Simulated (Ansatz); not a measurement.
NaI (rock salt, space group No. 225), DFT-LDA in the program Ansatz with PAW potentials. The conduction-band minimum lies at Γ, with 1 equivalent valley. Second derivatives d²E/dk² of the lowest band at one valley (eV·Å²), along Cartesian directions:

```tsv
direction	d²E/dk²
[100]	31.47
[010]	31.47
[001]	31.47
[110]	31.46
[101]	31.46
[011]	31.46
```

Q: Find the principal effective masses, the density-of-states mass and the conductivity mass.

A: Off-diagonal terms follow from H_xy = H[110] − (H_xx + H_yy)/2, and m*/mₑ = 7.620 eV·Å² over each eigenvalue: 0.24, 0.24, 0.24. One valley's DOS mass (m₁m₂m₃)^(1/3) = 0.24, conductivity mass 3/(Σ 1/mᵢ) = 0.24 mₑ.

Q: What effective density of states Nc follows at 300 K for parabolic valleys?

A: Nc = 2.509e19 × 1 × (0.24)^(3/2) ≈ 3.0e18 cm⁻³.

Q: With the computed static dielectric constant 6.89 (mean of the diagonal), estimate a hydrogenic donor's binding energy and radius.

A: E = 13.606 eV × 0.24/6.89² ≈ 69 meV; a = 0.529 Å × ε/m* ≈ 15 Å. Semilocal masses tend to be too small where the gap is.

Q: With ε∞ = 3.63 and ω_LO = 180 cm⁻¹, what Fröhlich coupling constant follows?

A: α = (1/ε∞ − 1/ε0) √(m* × 13.606 eV/ħω_LO) = 1.6.

Space group Fm-3m (rock salt). The LDA relaxation kept the symmetry of its start; phonons on a q-mesh show no instability. Spin–orbit coupling is left out wherever it is not named.

Potentials: the later of the program's two PAW sets.
